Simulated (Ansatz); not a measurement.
Mg (fcc (Cu type), Fm-3m) under volume change, plane-wave PAW LDA (Ansatz code), scaled uniformly.

```json
[
 {"V (Å³/atom)": "19.814", "E − E(relaxed) (meV/atom)": "25.1", "P (GPa)": "4.43"},
 {"V (Å³/atom)": "20.467", "E − E(relaxed) (meV/atom)": "10.6", "P (GPa)": "2.73"},
 {"V (Å³/atom)": "21.121", "E − E(relaxed) (meV/atom)": "2.5", "P (GPa)": "1.27"},
 {"V (Å³/atom)": "21.774", "E − E(relaxed) (meV/atom)": "0.0", "P (GPa)": "0.01"},
 {"V (Å³/atom)": "22.427", "E − E(relaxed) (meV/atom)": "2.2", "P (GPa)": "-1.08"},
 {"V (Å³/atom)": "23.080", "E − E(relaxed) (meV/atom)": "8.6", "P (GPa)": "-2.02"},
 {"V (Å³/atom)": "23.734", "E − E(relaxed) (meV/atom)": "18.5", "P (GPa)": "-2.82"}
]
```

**Question.** What does a third-order Birch–Murnaghan fit give for V₀, B₀ and B′?

**Answer.** V₀ = 21.78 Å³/atom, B₀ = 38.9 GPa, B′ = 3.9.

The first step of the workflow began from a Materials Project structure, measured or hypothetical; the Crystallography Open Database copy checked does not list it. It is not the phase usual at ambient conditions (space group No. 194). The cell was relaxed with LDA under the symmetry of its start; its stability against distortions is not shown here.

Potentials: the later of the program's two PAW sets.
